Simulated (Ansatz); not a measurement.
MoS2 (2H-MoS2 type, space group P6_3/mmc)

```xyz
6
Lattice="3.1494 0.0000 0.0000 -1.5747 2.7274 0.0000 0.0000 0.0000 12.0903" Properties=species:S:1:pos:R:3 pbc="T T T"
Mo     0.0000     1.8183     3.0226
Mo     1.5747     0.9091     9.0677
S      0.0000     1.8183     7.5019
S      1.5747     0.9091     1.4568
S      1.5747     0.9091     4.5884
S      0.0000     1.8183    10.6335
```

In each cell atom 6 (S, nearest neighbour Mo at 2.400 Å; its periodic images, 3.1 Å or more away, move with it) moves by s·(0.577, 0.577, 0.577) (along Cartesian [111]), the rest being held.

The numbers are results of PBE-D3(BJ) (plane waves to 420 eV, PAW, scalar-relativistic; Ansatz, a program for electronic structure), not measurements. k mesh 10×10×3 (Γ-centred), Fermi-Dirac smearing 0.05 eV. The energy includes the smearing's −TS. Left out: 2 of 11 points, with atoms too close for the PAW data. MoS2 is run without spin polarisation. MoS2 was relaxed with its symmetry unable to fall. The zero of ΔE is the undisplaced structure.

```
s (Å)   ΔE (meV/cell)
------  -------------
-0.432           1866
-0.288            704
-0.144            150
0.000               0
0.144             111
0.288             385
0.432             752
0.576            1162
0.720            1576
```

Problem. What force constant k = d²E/ds² at s = 0 does the table give?

Solution. 12 eV/Å². It is the second difference of the nearest points, corrected with the next pair.

Problem. With k = 12.40 eV/Å² from the forces, is the well harmonic out to s = 0.720 Å?

Solution. ½ks² = 3215 meV/cell against the computed 1576 meV/cell, so the well is softer than harmonic there.

(A displaced cell: forces are minus the slopes of the energy, force constants its curvatures, and phonons follow from these.)
